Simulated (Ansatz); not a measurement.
How far is PAW off for AsP?

```
CELL_PARAMETERS angstrom
3.51698 0.00000 0.00000
-1.75849 3.04580 0.00000
0.00000 0.00000 6.51978
ATOMIC_POSITIONS crystal
As 0.00000 0.00000 0.00000
As 0.00000 0.00000 0.50000
P 0.33333 0.66667 0.25000
P 0.66667 0.33333 0.75000
```

Atom numbers follow the list: As1, As2, P3, P4.

The conventional cell has a = 3.517 Å, b = 3.517 Å, c = 6.520 Å, α = 90.00°, β = 90.00°, γ = 120.00°. As (atom 1) is surrounded by 6 P at 2.60 Å. P (atom 3) is surrounded by 6 As at 2.60 Å.

The structure comes from a relaxation in the same program, started in the NiAs type, and has space group P6_3/mmc. Whether it is a known phase or the ground state wasn't checked.

Levels of theory: DFT, PBEsol, PAW with Ansatz's default frozen-core files, scalar-relativistic (Ansatz 0.2.0); DFT, PBEsol, all-electron LAPW, scalar-relativistic (Ansatz 0.2.0).

For PAW: a Γ-centred 12×12×7 k mesh, Fermi–Dirac smearing of 0.05 eV, cutoff 420 eV, no spin polarisation; the PAW files were made with PBE, and the program remakes their frozen cores for this functional. LAPW targets a basis error of 0.5 meV/atom. The Ansatz runs share mesh, smearing and spin set-up. Plane-wave (PAW) pressures include the program's estimate of the Pulay term.

Stress and pressure are positive in compression.

Levels count from the Fermi level.

PAW results:

| quantity | PAW |
| --- | --- |
| pressure (GPa) | 0.00 |
| highest filled level at M (eV) | -0.762 |
| lowest empty level at M (eV) | 0.258 |
| highest filled level at A (eV) | -0.465 |
| lowest empty level at A (eV) | 1.840 |
| highest filled level at Γ (eV) | -0.404 |
| lowest empty level at Γ (eV) | 1.018 |

Problem. What does full-potential LAPW give for the same quantities?

Solution. 
```json
{"quantity": "pressure (GPa)", "LAPW": "0.02"}
{"quantity": "highest filled level at M (eV)", "LAPW": "-0.762"}
{"quantity": "lowest empty level at M (eV)", "LAPW": "0.258"}
{"quantity": "highest filled level at A (eV)", "LAPW": "-0.465"}
{"quantity": "lowest empty level at A (eV)", "LAPW": "1.840"}
{"quantity": "highest filled level at Γ (eV)", "LAPW": "-0.404"}
{"quantity": "lowest empty level at Γ (eV)", "LAPW": "1.018"}
```
